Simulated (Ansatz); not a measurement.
Geometry optimisation in Ansatz: input, command and trajectory.

```yaml
crystal:
  lattice:
    - [4.9263568812, 0.0, 0.0]
    - [0.0, 6.0349695673, 0.0]
    - [0.0, 0.0, 3.681260361]
  atoms:
    - { symbol: Cu, position: [0.0, 0.0, 0.0] }
    - { symbol: Cu, position: [0.5, 0.5, 0.5] }
    - { symbol: Se, position: [0.8108521395, 0.6170692779, 0.0] }
    - { symbol: Se, position: [0.1891478605, 0.3829307221, 0.0] }
    - { symbol: Se, position: [0.3108521395, 0.8829307221, 0.5] }
    - { symbol: Se, position: [0.6891478605, 0.1170692779, 0.5] }
basis:
  ecutwfc: 420
kpoints:
  mp_grid: { grid: [8, 6, 10] }
hamiltonian:
  xc: pbesol
scf:
  occupations: { method: gaussian, width: 0.1 }
output:
  forces: true
  stress: true
  eigenvalues: true
relax:
  adjacent_minimum: "off"
  f_tol: 0.01
  max_steps: 30
  cell: { stress_tol: 0.1, fix: [volume] }
```

```bash
ansatz run input.yaml --threads 1 --pin off --max-ram 2560MiB --backend cpu --events-out ev --progress --plain --runs-dir out
```

These are results of DFT PBEsol, scalar-relativistic, plane waves, PAW in Ansatz, not measurements.

The volume is held at 0.97 times that of the relaxed cell.

Of 4 frames 3 are shown, positions in Å and forces in eV/Å; the SCF threshold varies from step to step. Steps run on the plane waves of an earlier cell, with a Pulay correction in the pressure. The basis is chosen afresh for the last frame, the zero of the energies, and at times for earlier ones too; energy and pressure step there, also at an unchanged geometry.

```xyz
6
Lattice="4.9264 0.0000 0.0000 0.0000 6.0350 0.0000 0.0000 0.0000 3.6813" Properties=species:S:1:pos:R:3:forces:R:3 pbc="T T T" step=1 free_energy_over_end_meV_per_atom=0.54 pressure_GPa=2.93
Cu    0.0000    0.0000    0.0000    0.0000    0.0000    0.0000
Cu    2.4632    3.0175    1.8406    0.0000    0.0000    0.0000
Se    3.9945    3.7240    0.0000   -0.0921    0.1108    0.0000
Se    0.9318    2.3110    0.0000    0.0921   -0.1108    0.0000
Se    1.5314    5.3285    1.8406   -0.0921   -0.1108    0.0000
Se    3.3950    0.7065    1.8406    0.0921    0.1108    0.0000
6
Lattice="4.9422 0.0000 0.0000 0.0000 6.0432 0.0000 0.0000 0.0000 3.6645" Properties=species:S:1:pos:R:3:forces:R:3 pbc="T T T" step=2 free_energy_over_end_meV_per_atom=0.04 pressure_GPa=2.69
Cu    0.0000    0.0000    0.0000    0.0000    0.0000    0.0000
Cu    2.4711    3.0216    1.8322    0.0000    0.0000    0.0000
Se    4.0087    3.7354    0.0000   -0.0254    0.0348    0.0000
Se    0.9336    2.3078    0.0000    0.0254   -0.0348    0.0000
Se    1.5375    5.3293    1.8322   -0.0254   -0.0348    0.0000
Se    3.4047    0.7138    1.8322    0.0254    0.0348    0.0000
6
Lattice="4.9429 0.0000 0.0000 0.0000 6.0414 0.0000 0.0000 0.0000 3.6651" Properties=species:S:1:pos:R:3:forces:R:3 pbc="T T T" step=4 free_energy_over_end_meV_per_atom=0.00 pressure_GPa=2.62
Cu    0.0000    0.0000    0.0000    0.0000    0.0000    0.0000
Cu    2.4714    3.0207    1.8325    0.0000    0.0000    0.0000
Se    4.0080    3.7367    0.0000    0.0029    0.0058    0.0000
Se    0.9348    2.3048    0.0000   -0.0029   -0.0058    0.0000
Se    1.5366    5.3255    1.8325    0.0029   -0.0058    0.0000
Se    3.4062    0.7160    1.8325   -0.0029    0.0058    0.0000
```

Time: 3.1 min on 1 thread of Arm Neoverse V2, with other jobs on the host, peak memory 0.79 GiB.